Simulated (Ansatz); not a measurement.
SnIr in space group P6/mmm (No. 191; Ir on 3f, Sn on 2d, Sn on 1a) under volume change, PBE (plane waves, PAW; program Ansatz), shape and atoms relaxed at each volume.

```json
[
 {"V (Å³/atom)": "18.481", "E − E(relaxed) (meV/atom)": "96.6", "P (GPa)": "18.61"},
 {"V (Å³/atom)": "19.090", "E − E(relaxed) (meV/atom)": "40.2", "P (GPa)": "11.26"},
 {"V (Å³/atom)": "19.699", "E − E(relaxed) (meV/atom)": "9.4", "P (GPa)": "5.12"},
 {"V (Å³/atom)": "20.309", "E − E(relaxed) (meV/atom)": "0.0", "P (GPa)": "0.00"},
 {"V (Å³/atom)": "20.918", "E − E(relaxed) (meV/atom)": "8.3", "P (GPa)": "-4.25"},
 {"V (Å³/atom)": "21.527", "E − E(relaxed) (meV/atom)": "31.4", "P (GPa)": "-7.78"},
 {"V (Å³/atom)": "22.136", "E − E(relaxed) (meV/atom)": "66.7", "P (GPa)": "-10.70"}
]
```

Q: What does a third-order Birch–Murnaghan fit give for V₀, B₀ and B′?

A: V₀ = 20.31 Å³/atom, B₀ = 155 GPa, B′ = 5.1.

The start of the workflow was typed in or built on a structure type; neither database checked (COD, Materials Project) lists it. COD files the formula under space group No. 194. Its standing as an ambient phase is unchecked. The cell was relaxed with PBE under the symmetry of its start; whether a distortion lowers the energy is not shown. The run is not spin-polarised. Scalar-relativistic: spin–orbit coupling is off unless named, which matters more the heavier the elements.

Potentials: the earlier of the program's two PAW sets.
